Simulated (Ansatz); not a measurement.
This cell of Zr (hcp, Mg type) is off equilibrium:

```
Zr
1.0
    3.24516     0.00000     0.00000
   -1.62258     2.81039     0.00000
    0.00000     0.00000     5.15415
Zr
2
Direct
  0.33333   0.66667   0.75000
  0.66667   0.33333   0.17550
```

These are r2SCAN (plane waves to 500 eV, PAW, scalar-relativistic; Ansatz, a quantum-chemistry and plane-wave program) values and carry that method's errors. k mesh 13×13×7 (Γ-centred), Fermi-Dirac smearing 0.05 eV. The energy includes the smearing's −TS. Stress and pressure are positive under compression. With partly filled bands, energies and forces of such displacements shift with the k mesh and the smearing. Zr is run without spin polarisation. Zr was relaxed with its symmetry unable to fall.

### Question
What forces act on the atoms (eV/Å, Cartesian)?

### Answer
```
atom     Fx     Fy      Fz
----  -----  -----  ------
Zr1   0.000  0.000  -2.503
Zr2   0.000  0.000   2.503
```

### Question
Give the stress tensor in GPa and the pressure.

### Answer
```
    3.5      0.0      0.0
    0.0      3.5      0.0
    0.0      0.0      8.7
```
The pressure, a third of the trace, is 5.2 GPa.

### Question
In it atom 2 sits (0.000, 0.000, -0.384) Å away from its relaxed site. What is its energy relative to the relaxed cell?

### Answer
407 meV/cell.

(A displaced cell: forces are minus the slopes of the energy, force constants its curvatures, and phonons follow from these.)
